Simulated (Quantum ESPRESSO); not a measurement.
MgAl$_{3}$N$_{3}$O (made-up cell) (calculated)

Calculation on a made-up crystal cell, not a measurement, the moved input of one more run found from cubic fits through the family: the fits match the computed values on one interval only; periodic Kohn-Sham density functional theory in plane waves with PseudoDojo standard norm-conserving scalar-relativistic pseudopotentials, each functional with its own files (v0.5 for PBE, v0.4.1 for LDA and PBEsol), no spin polarisation, no spin-orbit coupling, atoms not relaxed, stress positive in tension, energies less a fixed whole-eV offset for each atom's element; levels are Kohn-Sham levels at fractions of this cell's reciprocal vectors, counted from the reference band (half the neutral cell's valence electrons, rounded up) at Gamma; error bars cover cutoff and k-mesh only, not smearing or the files; added strain carries the atoms with the cell, and shear is the tensor component; each bar is the largest change over components, and at least 0.002 eV, 0.002 eV per angstrom or 0.02 GPa; energies are for the whole cell, and the offsets were chosen from early runs and are not element reference energies. Program: Quantum ESPRESSO 7.5.

```json
{"formula": "MgAl3N3O", "kind": "made-up cell", "reference_structure": {"cell_angstrom": [[4.1553, 0.0551, -0.0307], [0.0551, 4.2224, 0.0143], [-0.0307, 0.0143, 4.2753]], "atoms_fractional": [["Mg", 0.01523, -0.0222, 0.01487], ["Al", 0.00618, 0.50813, 0.50687], ["Al", 0.54395, 0.00157, 0.51058], ["Al", 0.50446, 0.51578, 0.01259], ["N", 0.52317, 0.00129, 0.01014], ["O", 0.48499, 0.55843, 0.49278], ["N", 1.00507, 0.00222, 0.52689], ["N", 0.96418, 0.50642, 0.01875]]}, "given": {"lattice_type": "rocksalt", "functional": "pbe", "cutoff [eV]": 1143, "fermi_dirac_smearing [eV]": 0.025, "scf_tolerance [eV]": 1e-07, "electrons_removed": 0, "moved_input": "added strain, uniform", "moved_input_in_the_structure_shown": -0.0, "further_run_stress_xx [GPa]": -6.48, "further_run_stress_yy [GPa]": -0.86, "further_run_pressure [GPa]": 0.1, "further_run_stress_zz [GPa]": 7.04, "k_mesh": "4 x 4 x 4, shifted by half a step", "structure_shown": "one run of the family, not the further run", "atom_site": [1, 2, 3, 4, 5, 6, 7, 8], "atom_energy_offset [eV]": [-1617, -64, -64, -64, -283, -452, -283, -283], "family_moved_input": [-0.0221, -0.0152, -0.0, 0.0024, 0.0145, 0.0208], "family_stress_xx [GPa]": [-13.58, -8.29, 1.83, 3.25, 9.72, 12.68], "family_stress_yy [GPa]": [-7.16, -2.47, 6.47, 7.72, 13.41, 16.0], "family_pressure [GPa]": [6.34, 1.69, -7.16, -8.4, -14.02, -16.57], "family_stress_zz [GPa]": [1.73, 5.69, 13.18, 14.22, 18.92, 21.04]}, "results": {"moved_input_of_the_further_run": -0.0127, "interval_low": -0.01277, "interval_high": -0.01262, "energy_against_integrated_force_or_stress [eV]": 0.001901, "error_bar_energy [eV]": 0.003048, "error_bar_stress [GPa]": 0.02}}
```
